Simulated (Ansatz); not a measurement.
Ansatz (a first-principles code) input:

Ansatz 0.2 input:
```yaml
crystal:
  lattice:
    - [2.5586061825, 0.0, 0.0]
    - [-1.2793030912, 2.2158179523, 0.0]
    - [0.0, 0.0, 8.4093295018]
  atoms:
    - { symbol: B, position: [0.0, 0.0, 0.9997817875] }
    - { symbol: B, position: [0.0, 0.0, 0.4997817875] }
    - { symbol: B, position: [0.6666666667, 0.3333333333, 0.7504682903] }
    - { symbol: B, position: [0.3333333333, 0.6666666667, 0.2504682903] }
    - { symbol: N, position: [0.0, 0.0, 0.813151494] }
    - { symbol: N, position: [0.0, 0.0, 0.313151494] }
    - { symbol: N, position: [0.6666666667, 0.3333333333, 0.5622284282] }
    - { symbol: N, position: [0.3333333333, 0.6666666667, 0.0622284283] }
kpoints:
  mp_grid: { grid: [12, 12, 4] }
hamiltonian:
  xc: pbe
  pseudopotentials: { kind: paw }
scf:
  occupations: { method: fixed }
elastic: { mode: relaxed_ion, stencil: two_point, amplitude: 0.005, f_tol: 0.0005 }
output: { polarization: {} }
```

Output (shortened):

```
Pseudopotential: B, paw, valence charge 3
Pseudopotential: N, paw, valence charge 5
Functional definition: PBE
Crystal: 8 atoms, lattice volume = 47.676 Å³
Basis set: ecut = 420 eV, 947 PW (Γ), exchange–correlation on 36×36×120 points (8 copies of the dense FFT grid, shifted against one another)
Bands: 24, of which v1, the nominal top of the filled ones, is band 16 counted from 1 (15 counted from 0)
Symmetry: 12 space group operations
Space group: P63mc (ITA 186), of the structure as read, at distance tolerance 3.6e-5 Å
k-points: 57 of 576 (time reversal used)
SCF 1 converged in 10 iterations: F = -2169.046609 eV  dr2 = 9.66e-14
relax step   1: F+E_penalty+E_count = -2169.04660922 eV  Δ(F+E_penalty+E_count) = +0.000e0 eV  max|allowed force component| = 7.401e-4 eV/Å  Δτ_max = 0.0000 Å  (10 SCF iters, accepted)
Crystal: 8 atoms, lattice volume = 47.676 Å³
SCF 2 converged in 7 iterations: F = -2169.046609 eV  dr2 = 3.27e-15
relax step   2: F+E_penalty+E_count = -2169.04660923 eV  Δ(F+E_penalty+E_count) = -1.672e-8 eV  max|allowed force component| = 4.402e-4 eV/Å  Δτ_max = 0.0000 Å  (7 SCF iters, accepted)
Crystal: 8 atoms, lattice volume = 47.676 Å³
SCF 3 converged in 10 iterations: F = -2169.046609 eV  dr2 = 2.75e-17
Crystal: 8 atoms, lattice volume = 47.438 Å³
Basis set: ecut = 420 eV, 939 PW (Γ), exchange–correlation on 36×36×120 points (8 copies of the dense FFT grid, shifted against one another)
Symmetry: 4 space group operations
k-points: 129 of 576 (time reversal used)
SCF 4 converged in 10 iterations: F = -2169.043132 eV  dr2 = 9.95e-15
relax step   1: F+E_penalty+E_count = -2169.04313245 eV  Δ(F+E_penalty+E_count) = +0.000e0 eV  max|allowed force component| = 2.346e-2 eV/Å  Δτ_max = 0.0000 Å  (10 SCF iters, accepted)
Crystal: 8 atoms, lattice volume = 47.438 Å³
SCF 5 converged in 8 iterations: F = -2169.043169 eV  dr2 = 4.35e-14
relax step   2: F+E_penalty+E_count = -2169.04316872 eV  Δ(F+E_penalty+E_count) = -3.626e-5 eV  max|allowed force component| = 1.075e-2 eV/Å  Δτ_max = 0.0016 Å  (8 SCF iters, accepted)
Crystal: 8 atoms, lattice volume = 47.438 Å³
SCF 6 converged in 8 iterations: F = -2169.043178 eV  dr2 = 5.60e-15
relax step   3: F+E_penalty+E_count = -2169.04317798 eV  Δ(F+E_penalty+E_count) = -9.261e-6 eV  max|allowed force component| = 4.321e-3 eV/Å  Δτ_max = 0.0004 Å  (8 SCF iters, accepted)
Crystal: 8 atoms, lattice volume = 47.438 Å³
SCF 7 converged in 7 iterations: F = -2169.043179 eV  dr2 = 1.53e-14
relax step   4: F+E_penalty+E_count = -2169.04317939 eV  Δ(F+E_penalty+E_count) = -1.407e-6 eV  max|allowed force component| = 5.781e-5 eV/Å  Δτ_max = 0.0001 Å  (7 SCF iters, accepted)
Crystal: 8 atoms, lattice volume = 47.438 Å³
SCF 8 converged in 9 iterations: F = -2169.043179 eV  dr2 = 6.84e-14
Crystal: 8 atoms, lattice volume = 47.914 Å³
Basis set: ecut = 420 eV, 959 PW (Γ), exchange–correlation on 36×36×120 points (8 copies of the dense FFT grid, shifted against one another)
SCF 9 converged in 10 iterations: F = -2169.043265 eV  dr2 = 1.05e-14
relax step   1: F+E_penalty+E_count = -2169.04326512 eV  Δ(F+E_penalty+E_count) = +0.000e0 eV  max|allowed force component| = 2.171e-2 eV/Å  Δτ_max = 0.0000 Å  (10 SCF iters, accepted)
Crystal: 8 atoms, lattice volume = 47.914 Å³
SCF 10 converged in 8 iterations: F = -2169.043298 eV  dr2 = 5.07e-14
relax step   2: F+E_penalty+E_count = -2169.04329816 eV  Δ(F+E_penalty+E_count) = -3.304e-5 eV  max|allowed force component| = 9.609e-3 eV/Å  Δτ_max = 0.0016 Å  (8 SCF iters, accepted)
Crystal: 8 atoms, lattice volume = 47.914 Å³
SCF 11 converged in 8 iterations: F = -2169.043305 eV  dr2 = 6.52e-15
relax step   3: F+E_penalty+E_count = -2169.04330482 eV  Δ(F+E_penalty+E_count) = -6.659e-6 eV  max|allowed force component| = 4.237e-3 eV/Å  Δτ_max = 0.0003 Å  (8 SCF iters, accepted)
Crystal: 8 atoms, lattice volume = 47.914 Å³
SCF 12 converged in 7 iterations: F = -2169.043306 eV  dr2 = 2.25e-14
relax step   4: F+E_penalty+E_count = -2169.04330615 eV  Δ(F+E_penalty+E_count) = -1.329e-6 eV  max|allowed force component| = 3.286e-5 eV/Å  Δτ_max = 0.0001 Å  (7 SCF iters, accepted)
Crystal: 8 atoms, lattice volume = 47.914 Å³
SCF 13 converged in 9 iterations: F = -2169.043306 eV  dr2 = 7.10e-14
Crystal: 8 atoms, lattice volume = 47.438 Å³
Basis set: ecut = 420 eV, 945 PW (Γ), exchange–correlation on 36×36×120 points (8 copies of the dense FFT grid, shifted against one another)
SCF 14 converged in 10 iterations: F = -2169.042771 eV  dr2 = 9.53e-15
relax step   1: F+E_penalty+E_count = -2169.04277071 eV  Δ(F+E_penalty+E_count) = +0.000e0 eV  max|allowed force component| = 8.495e-3 eV/Å  Δτ_max = 0.0000 Å  (10 SCF iters, accepted)
Crystal: 8 atoms, lattice volume = 47.438 Å³
SCF 15 converged in 7 iterations: F = -2169.042773 eV  dr2 = 1.63e-14
relax step   2: F+E_penalty+E_count = -2169.04277260 eV  Δ(F+E_penalty+E_count) = -1.885e-6 eV  max|allowed force component| = 4.092e-3 eV/Å  Δτ_max = 0.0001 Å  (7 SCF iters, accepted)
Crystal: 8 atoms, lattice volume = 47.438 Å³
SCF 16 converged in 8 iterations: F = -2169.042774 eV  dr2 = 8.35e-15
relax step   3: F+E_penalty+E_count = -2169.04277365 eV  Δ(F+E_penalty+E_count) = -1.055e-6 eV  max|allowed force component| = 1.917e-4 eV/Å  Δτ_max = 0.0001 Å  (8 SCF iters, accepted)
Crystal: 8 atoms, lattice volume = 47.438 Å³
SCF 17 converged in 9 iterations: F = -2169.042774 eV  dr2 = 6.64e-14
Crystal: 8 atoms, lattice volume = 47.914 Å³
SCF 18 converged in 10 iterations: F = -2169.042948 eV  dr2 = 1.07e-14
relax step   1: F+E_penalty+E_count = -2169.04294832 eV  Δ(F+E_penalty+E_count) = +0.000e0 eV  max|allowed force component| = 4.152e-3 eV/Å  Δτ_max = 0.0000 Å  (10 SCF iters, accepted)
Crystal: 8 atoms, lattice volume = 47.914 Å³
SCF 19 converged in 7 iterations: F = -2169.042949 eV  dr2 = 2.70e-14
relax step   2: F+E_penalty+E_count = -2169.04294880 eV  Δ(F+E_penalty+E_count) = -4.758e-7 eV  max|allowed force component| = 1.336e-3 eV/Å  Δτ_max = 0.0001 Å  (7 SCF iters, accepted)
Crystal: 8 atoms, lattice volume = 47.914 Å³
SCF 20 converged in 7 iterations: F = -2169.042949 eV  dr2 = 6.48e-15
relax step   3: F+E_penalty+E_count = -2169.04294885 eV  Δ(F+E_penalty+E_count) = -5.423e-8 eV  max|allowed force component| = 4.130e-4 eV/Å  Δτ_max = 0.0000 Å  (7 SCF iters, accepted)
Crystal: 8 atoms, lattice volume = 47.914 Å³
SCF 21 converged in 10 iterations: F = -2169.042949 eV  dr2 = 4.29e-17
Crystal: 8 atoms, lattice volume = 47.676 Å³
Basis set: ecut = 420 eV, 951 PW (Γ), exchange–correlation on 36×36×120 points (8 copies of the dense FFT grid, shifted against one another)
Symmetry: 2 space group operations
k-points: 164 of 576 (time reversal used)
SCF 22 converged in 11 iterations: F = -2169.045280 eV  dr2 = 5.68e-14
relax step   1: F+E_penalty+E_count = -2169.04528006 eV  Δ(F+E_penalty+E_count) = +0.000e0 eV  max|allowed force component| = 1.270e-2 eV/Å  Δτ_max = 0.0000 Å  (11 SCF iters, accepted)
Crystal: 8 atoms, lattice volume = 47.676 Å³
SCF 23 converged in 8 iterations: F = -2169.045284 eV  dr2 = 1.14e-14
relax step   2: F+E_penalty+E_count = -2169.04528420 eV  Δ(F+E_penalty+E_count) = -4.139e-6 eV  max|allowed force component| = 7.473e-3 eV/Å  Δτ_max = 0.0002 Å  (8 SCF iters, accepted)
Crystal: 8 atoms, lattice volume = 47.676 Å³
SCF 24 converged in 8 iterations: F = -2169.045287 eV  dr2 = 1.46e-14
relax step   3: F+E_penalty+E_count = -2169.04528676 eV  Δ(F+E_penalty+E_count) = -2.560e-6 eV  max|allowed force component| = 1.050e-4 eV/Å  Δτ_max = 0.0002 Å  (8 SCF iters, accepted)
Crystal: 8 atoms, lattice volume = 47.676 Å³
SCF 25 converged in 9 iterations: F = -2169.045287 eV  dr2 = 6.74e-14
Crystal: 8 atoms, lattice volume = 47.676 Å³
SCF 26 converged in 10 iterations: F = -2169.045280 eV  dr2 = 9.57e-14
relax step   1: F+E_penalty+E_count = -2169.04528006 eV  Δ(F+E_penalty+E_count) = +0.000e0 eV  max|allowed force component| = 1.270e-2 eV/Å  Δτ_max = 0.0000 Å  (10 SCF iters, accepted)
Crystal: 8 atoms, lattice volume = 47.676 Å³
SCF 27 converged in 8 iterations: F = -2169.045284 eV  dr2 = 1.13e-14
relax step   2: F+E_penalty+E_count = -2169.04528420 eV  Δ(F+E_penalty+E_count) = -4.139e-6 eV  max|allowed force component| = 7.473e-3 eV/Å  Δτ_max = 0.0002 Å  (8 SCF iters, accepted)
Crystal: 8 atoms, lattice volume = 47.676 Å³
SCF 28 converged in 8 iterations: F = -2169.045287 eV  dr2 = 1.51e-14
relax step   3: F+E_penalty+E_count = -2169.04528676 eV  Δ(F+E_penalty+E_count) = -2.560e-6 eV  max|allowed force component| = 1.050e-4 eV/Å  Δτ_max = 0.0002 Å  (8 SCF iters, accepted)
Crystal: 8 atoms, lattice volume = 47.676 Å³
SCF 29 converged in 9 iterations: F = -2169.045287 eV  dr2 = 6.73e-14
SCF converged after 10 iterations
Stability not checked: this state was not tested for a lower state beside it, because too few of the mixer's solves of this state at the end of the SCF gave a …
Free energy (F): -2169.046609 eV
Harris-Foulkes:  -2169.046609 eV  (|F-HF|=0.00e0)
Internal energy: -2169.046609 eV  (E = F + TS)
E sigma→0 (E₀):  -2169.046609 eV
Fermi energy:    11.107725 eV
--- Per-component energies (eV) ---
  E_band       = 102.519714
  E_kinetic    = 740.426839
  E_local      = -706.639145  (includes V_loc(G=0)·N_el)
  E_nonlocal   = 226.074550
  E_hartree    = 198.249213
  E_xc         = -373.313044
  E_vxc        = -464.303199  (∫ρ·V_xc dr)
  E_paw        = -825.593415  (= ΣΔE_a)
  E_vpaw       = -89.538161  (= ΣTr[D̂ρ^β])
  E_aug_tail   = 0.000404  (compensation charges beyond the density's cutoff)
  E_ewald      = -1428.252011
  E_smearing   =  0.000000  (= −TS)
  E_closure    =  0.000000  (closes the sum)
  Σ components = -2169.046609   (vs F -2169.046609, Δ=0.00e0)
--- Forces (eV/Å), atoms counted from 1 ---
  atom   1  B      0.00000000     0.00000000    -0.00022174
  atom   2  B      0.00000000     0.00000000    -0.00022174
  atom   3  B      0.00000000     0.00000000    -0.00044019
  atom   4  B      0.00000000     0.00000000    -0.00044019
  atom   5  N      0.00000000     0.00000000     0.00022982
  atom   6  N      0.00000000     0.00000000     0.00022982
  atom   7  N      0.00000000     0.00000000     0.00043206
  atom   8  N      0.00000000     0.00000000     0.00043206
  max |Σ_I F_I| component: 9.28e-8 eV/Å
--- Stress (GPa, compression-positive) ---
       -0.018298       0.000000       0.000000
        0.000000      -0.018298       0.000000
        0.000000       0.000000      -0.010484
  P = ⅓ Tr σ = -0.0157 GPa (-0.157 kbar)
--- Band table (eV; the first three rows and the last of 57) ---
  k-point 0: bands = ["-9.1067", "-7.6849", "-7.6144", "-4.9598", "0.3896", "5.5240", "5.5863", "9.0908", "9.0908", "9.9176", "9.9176", "10.0207", "10.0207", "10.9812", "11.1077", "11.1077", "19.6781", "19.6781", "19.8196", "20.3161", "20.7946", "20.7961", "20.7961", "20.9308"]
  k-point 1: bands = ["-9.0131", "-8.2753", "-6.8866", "-5.2973", "0.8909", "3.7501", "7.4048", "9.1514", "9.1514", "9.6081", "9.6081", "10.3660", "10.3660", "10.4573", "11.0073", "11.0073", "19.8082", "19.8082", "19.9932", "20.3046", "20.5615", "20.5615", "20.7831", "20.8941"]
  k-point 2: bands = ["-8.7337", "-8.7337", "-6.0509", "-6.0509", "2.1293", "2.1293", "9.1302", "9.1302", "9.3289", "9.3289", "9.3289", "9.3289", "10.7353", "10.7353", "10.7353", "10.7353", "20.1476", "20.1476", "20.1476", "20.1476", "20.2262", "20.2262", "20.8159", "20.8159"]
  k-point 56: bands = ["-3.8486", "-3.8486", "-3.7451", "-3.7451", "2.0886", "2.0886", "3.0194", "3.0194", "3.7102", "3.7102", "4.4724", "4.4724", "7.1593", "7.1593", "7.3499", "7.3499", "17.9221", "17.9221", "22.1959", "22.1959", "22.5163", "22.5163", "24.0537", "24.0537"]
--- Elastic constants: 3 strain directions × 2 members + reference (group order 12) ---
  dense FFT box of the reference and of every strained cell: 18×18×60
  strains applied: 11, 33, 23; error gains …
  reference relaxed by the batch: 2 steps …
  largest displacement 6.9e-6 Å; the constants are those of the deck's cell at these positions:
  atoms:
    - { symbol: B, position: [0.0, 0.0, 0.9997816605964046] }
    - { symbol: B, position: [0.0, 0.0, 0.49978166059640483] }
    - { symbol: B, position: [0.6666666666666667, 0.33333333333333326, 0.7504675040003957] }
    - { symbol: B, position: [0.33333333333333326, 0.6666666666666666, 0.25046750400039586] }
    - { symbol: N, position: [0.0, 0.0, 0.8131515832358064] }
    - { symbol: N, position: [0.0, 0.0, 0.31315158323580644] }
    - { symbol: N, position: [0.6666666666666667, 0.33333333333333326, 0.5622292522173926] }
    - { symbol: N, position: [0.33333333333333326, 0.6666666666666666, 0.062229252217392776] }
  C = ∂σ_k/∂η_j (tension-positive GPa; Voigt order 11 22 33 23 13 12):
       913.479    131.459     66.983      0.000      0.000      0.000
       131.459    913.479     66.983      0.000      0.000      0.000
        66.964     66.964    983.952      0.000      0.000      0.000
         0.000      0.000      0.000    339.872      0.000      0.000
         0.000      0.000      0.000      0.000    339.872      0.000
         0.000      0.000      0.000      0.000      0.000    391.010
  reference stress σ⁰ (GPa):      0.018      0.018      0.010      0.000      0.000      0.000
  moduli (Voigt/Reuss/Hill, GPa): K = 371.30/371.30/371.30   G = 383.85/379.21/381.53   E = 852.57   ν = 0.117
  mechanically stable: yes (min eigenvalue of sym C = 339.87 GPa)
  e, the proper piezoelectric tensor (elastic.mode: relaxed_ion; C/m²; rows x y z; Voigt order 11 22 33 23 13 12):
       0.00000    0.00000    0.00000    0.00000   -0.43592    0.00000
       0.00000    0.00000    0.00000   -0.43592    0.00000    0.00000
      -0.45079   -0.45079    1.05593    0.00000    0.00000    0.00000
  ±, each entry's uncertainty from the finite density of the strings (C/m²), an estimate: the size of the correction for it that the entry includes:
       0.00000    0.00000    0.00000    0.00000    0.00206    0.00000
       0.00000    0.00000    0.00000    0.00206    0.00000    0.00000
       0.00070    0.00070    0.00039    0.00000    0.00000    0.00000
  strain η (Voigt 11):  stress-route row diagonal C_11 = 913.48 GPa, energy-path curvature d²(F+E_count+ΔE)/dδ²/Ω₀ = 913.51 GPa
         δ    σ_11 (GPa)             F (eV)   n_scf  n_hpsi   n_pw
    -5.000e-3      -4.6270       -2169.0431794       9   48258    952   relax 4 steps, max|allowed force component| 5.78e-5 eV/Å
     5.000e-3       4.5078       -2169.0433061       9   48249    964   relax 4 steps, max|allowed force component| 3.29e-5 eV/Å
  strain η (Voigt 33):  stress-route row diagonal C_33 = 983.95 GPa, energy-path curvature d²(F+E_count+ΔE)/dδ²/Ω₀ = 984.30 GPa
         δ    σ_33 (GPa)             F (eV)   n_scf  n_hpsi   n_pw
    -5.000e-3      -4.9937       -2169.0427737       9   21273    952   relax 3 steps, max|allowed force component| 1.92e-4 eV/Å
     5.000e-3       4.8458       -2169.0429489      10   22049    958   relax 3 steps, max|allowed force component| 4.13e-4 eV/Å
  strain η (Voigt 23):  stress-route row diagonal C_44 = 339.87 GPa, energy-path curvature d²(F+E_count+ΔE)/dδ²/Ω₀ = 340.20 GPa
         δ    σ_23 (GPa)             F (eV)   n_scf  n_hpsi   n_pw
    -5.000e-3      -1.6994       -2169.0452868       9   61423    957   relax 3 steps, max|allowed force component| 1.05e-4 eV/Å
     5.000e-3       1.6994       -2169.0452868       9   61424    957   relax 3 steps, max|allowed force component| 1.05e-4 eV/Å
--- Formal polarisation (Berry phase): one branch of a lattice of values; only differences between neighbouring runs are physical ---
  axis  mesh            electronic          ionic      p = total  spread (rad)  least overlap  resolved gap  δp at fixed H ≤   (phases in cycles; p mod 1 …
  b1    12×12×4         0.00000000     8.00000000     8.00000000      0.000000         0.9598        7.5136           2.4e-6
  b2    12×12×4         0.00000000     8.00000000     8.00000000      0.000000         0.9598        7.5136           2.4e-6
  b3    12×12×4        -0.00225859    16.25530334    16.25304475      0.113072         0.9680        7.5136           6.8e-7
  quantum along a1:   0.05366666 e/Å² =    85.983466 µC/cm²
  quantum along a2:   0.05366666 e/Å² =    85.983466 µC/cm²
  quantum along a3:   0.17638534 e/Å² =   282.600465 µC/cm²
  P = (  0.21466663,   0.37181352,   2.86679877) e/Å² = (  343.933864,   595.710927,  4593.118005) µC/cm²  (mod the quanta)
```

Cost: very roughly 7 core-minutes on shared cores.

Space group P6_3mc. A made-up cell: these elements were put on the sites of a structure type. Its sites differ from those of the usual phase in this space group: another stacking or structure type. The PBE relaxation kept the symmetry of its start; phonons on a q-mesh show no instability.

Potentials: the later of the program's two PAW sets.

Ansatz is a plane-wave DFT program.
